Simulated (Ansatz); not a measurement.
BAs in space group P-6m2 (No. 187; B on 1a, As on 1f), PBE (plane waves, PAW; program Ansatz), all energies at zero smearing, with the estimated change up to a 700 eV cutoff added, with one set of potentials and settings (totals compare only within such a set). Cell of 2 atoms (1 B, 1 As): -5009.884 eV.

```json
[
 {"element": "B", "reference phase": "R-3m, 12 atoms in the cell", "E (eV/atom)": "-155.9170"},
 {"element": "As", "reference phase": "R-3m, 2 atoms in the cell", "E (eV/atom)": "-4856.1443"}
]
```

Formation energy per atom, worked out: (-5009.884 − 1×(-155.9170) − 1×(-4856.1443))/2 = 1.089 eV/atom (105 kJ per mol of atoms), at 0 K, without zero-point energy or fitted corrections.

A made-up cell: these elements were put on the sites of a structure type; neither database checked (COD, Materials Project) lists it. It is not the phase usual at ambient conditions (space group No. 216). The cell was relaxed with PBE under the symmetry of its start; its stability against distortions is not shown here. The references are the lowest solids computed at this level, not always the standard phases.

Potentials: the earlier of the program's two PAW sets.
